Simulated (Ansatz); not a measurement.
According to r²SCAN (plane waves, PAW; program Ansatz), ZrTa in the L1₀ or tetragonal B2 structure (P4/mmm) relaxes to a = 2.928 Å, c = 4.783 Å. Its formation energy from the elements is 0.23 eV/atom, with no fitted shifts.

Electronic character: metallic (no gap). Gap from r²SCAN with spin–orbit coupling: none (metallic).

An equation-of-state fit gives a bulk modulus of 132 GPa. Bader charges are Ta -0.79, Zr +0.79 e.

The start of the workflow was typed in or built on a structure type; neither database checked (COD, Materials Project) lists it. Whether it is the stable phase at ambient conditions was not checked. The cell was relaxed with r²SCAN under the symmetry of its start; whether a distortion lowers the energy is not shown. The run is not spin-polarised. Its formation energy is positive at this level, so the cell may be metastable or incomplete. Axis ratios of metals converge slowly with the k-mesh, so a and c are less sure than the volume. The references are the lowest solids computed at this level, not always the standard phases. Scalar-relativistic: spin–orbit coupling is off unless named, which matters more the heavier the elements.

Potentials: the earlier of the program's two PAW sets.
